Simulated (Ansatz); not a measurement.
One crystal and one scan (frozen-phonon scan) at two levels, PBE (plane waves to 420 eV, PAW, scalar-relativistic; Ansatz, a first-principles code) and r2SCAN (plane waves to 500 eV, PAW, scalar-relativistic; Ansatz), each from its own relaxed cell and on its own mesh.

The crystal is CdS (zinc blende); a phonon pattern at X = (0.5, 0.5, 0.0) is frozen into a 4-atom cell, Q being the largest atomic displacement.

CdS was relaxed with its symmetry unable to fall. Both scans cover Q from -0.100 to 0.100 Å.

```json
[
 {"quantity": "Lattice constant a (Å)", "run 1": "5.878", "run 2": "5.927"},
 {"quantity": "Band gap of the relaxed cell, no spin-orbit coupling (eV)", "run 1": "1.54", "run 2": "1.04"},
 {"quantity": "Energy at Q = 0.100 Å (meV/cell)", "run 1": "97.3", "run 2": "86.5"},
 {"quantity": "Harmonic wavenumber from the curvature (finite differences) (cm⁻¹ (negative: imaginary))", "run 1": "270", "run 2": "256"}
]
```

Q: Which run is which level?

A: Run 2 is PBE, run 1 is r2SCAN. PBE gives the higher value for: lattice constant a. PBE gives the lower value for: band gap of the relaxed cell, no spin-orbit coupling; energy at Q = 0.100 Å; harmonic wavenumber from the curvature. Both give the same space group of the distorted cell: C222_1 (No. 20), lowered from F-43m. Neither level is exact: the differences show how much the result hangs on the functional.

(A displaced cell: forces are minus the slopes of the energy, force constants its curvatures, and phonons follow from these.)
